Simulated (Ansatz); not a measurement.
Input and command of a plane-wave DFT calculation in Ansatz:

```yaml
crystal:
  lattice:
    - [-1.6017416, 1.6017416, 1.7008184]
    - [1.6017416, -1.6017416, 1.7008184]
    - [1.6017416, 1.6017416, -1.7008184]
  atoms:
    - { symbol: Ta, position: [0.0, 0.0, 0.0] }
basis:
  ecutwfc: 500
kpoints:
  mp_grid: { grid: [20, 20, 20] }
hamiltonian:
  xc: r2scan
scf:
  occupations: { method: gaussian, width: 0.15 }
output:
  forces: true
  stress: true
  eigenvalues: true
```

```bash
ansatz run input.yaml --threads 1 --pin off --max-ram 2560MiB --backend cpu --events-out ev --progress --plain --runs-dir out
```

Processor: Intel(R) Xeon(R) Processor @ 2.50GHz (Skylake/Cascade Lake), 1 thread, on a host shared with other jobs.

Problem. Estimate time, memory and problem size.

Solution. About 29 s on 1 thread of Intel(R) Xeon(R) Processor @ 2.50GHz (Skylake/Cascade Lake), on a shared host, peak memory 0.51 GiB. It solves 11 bands at 641 k points (the mesh reduced by symmetry) with about 439 plane waves, in 6 SCF iterations.
